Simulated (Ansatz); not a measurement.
Ge₂Mo:
```
Ge2Mo
1.0
   -1.64867     1.64867     4.09211
    1.64867    -1.64867     4.09211
    1.64867     1.64867    -4.09211
Ge Mo
2 1
Cartesian
  0.00000   0.00000   5.41912
  0.00000   0.00000   2.76510
  0.00000   0.00000   0.00000
```

Relaxed with PBEsol. Special points in fractions of this cell's reciprocal vectors: Γ (0.000, 0.000, 0.000); X (0.000, 0.000, 0.500); P (0.250, 0.250, 0.250); N (0.000, 0.500, 0.000); M (0.500, 0.500, -0.500); S (0.291, 0.709, -0.291); S0 (-0.291, 0.291, 0.291); R (-0.081, 0.081, 0.500); G (0.500, 0.500, -0.081).

### Question
List the band energies nearest the Fermi level at these points for PBEsol (plane waves, PAW; program Ansatz).

### Answer
In eV from the Fermi level; about four levels below and three above (degenerate sets whole), none deeper than 8.9 eV; points with the same levels are listed once.

```csv
k,below,above
Γ,-4.68 -2.68 -2.34 -2.34,0.45 2.87 3.62
X,-5.30 -4.01 -2.75 -1.03,1.94 2.12 3.09
P,-2.68 -1.88 -1.88 -0.18,1.94 4.00 4.38 4.38
N,-4.40 -2.27 -2.21 -0.12,1.88 2.88 3.58
M,-0.52 -0.52 -0.35 -0.35,0.48 3.11 4.27
S,-2.45 -2.23 -2.19 -0.07,1.40 3.49 3.72
R,-4.12 -4.03 -2.63 -1.57,1.62 1.89 2.00
```

Space group I4/mmm (MoSi2 or CaC2 type). The workflow started from a Materials Project entry (that database holds measured and hypothetical structures alike); the Crystallography Open Database copy checked does not list it. COD files the formula under space group No. 62, so this cell is another polymorph or a model. Whether it is the stable phase at ambient conditions was not checked. The PBEsol relaxation kept the symmetry of its start; of distortions, only those at the zone centre were tested. No spin polarisation was allowed. Spin–orbit coupling is left out wherever it is not named.

Potentials: the later of the program's two PAW sets.
